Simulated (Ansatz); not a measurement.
This ZrO5 structure is the end of a relaxation. The cell was found from a structure generator's guess, not taken from experiment.

The calculation used Ansatz, DFT PBE, scalar-relativistic, plane waves, PAW. Cutoff 420 eV, Γ-centred mesh, Gaussian smearing, no spin polarisation.

```
Zr O
1.0
     4.20212    0.00000    0.00000
    -2.10106    3.63914    0.00000
     0.00000    0.00000    4.07137
Zr O
1 5
Direct
  0.00000 0.00000 0.00000
  0.33333 0.66667 0.16941
  0.33333 0.66667 0.83059
  0.66667 0.33333 0.83059
  0.66667 0.33333 0.16941
  0.00000 0.00000 0.50000
```

Energies over the elements count from the elements' standard structures at the same level (O₂ as a molecule), with no fitted energy shifts.

(1) Find its symmetry and describe it.

(2) How far does it lie from the elements in energy?

(3) Is it a metal?

Answers

(1) P6/mmm (No. 191). Conventional cell: a = 4.202 Å, c = 4.071 Å. Around Zr lie 2 O at 2.04 Å and 12 O at 2.52 Å; O on a site of symmetry 3m is surrounded by 1 O at 1.38 Å, 3 O at 2.43 Å and 3 Zr at 2.52 Å; O on a site of symmetry 6/mmm has 2 Zr at 2.04 Å.

(2) −0.99 eV/atom. It lies below the elements, which doesn't yet make it stable against other compounds or structures.

(3) Yes, bands cross the Fermi level on the 12×12×10 mesh.

The last run used a 12×12×10 mesh (in the run's order of axes) for its 6-atom cell and Gaussian smearing of 0.10 eV. Symmetry constrained the relaxation, so the result can be a saddle point.
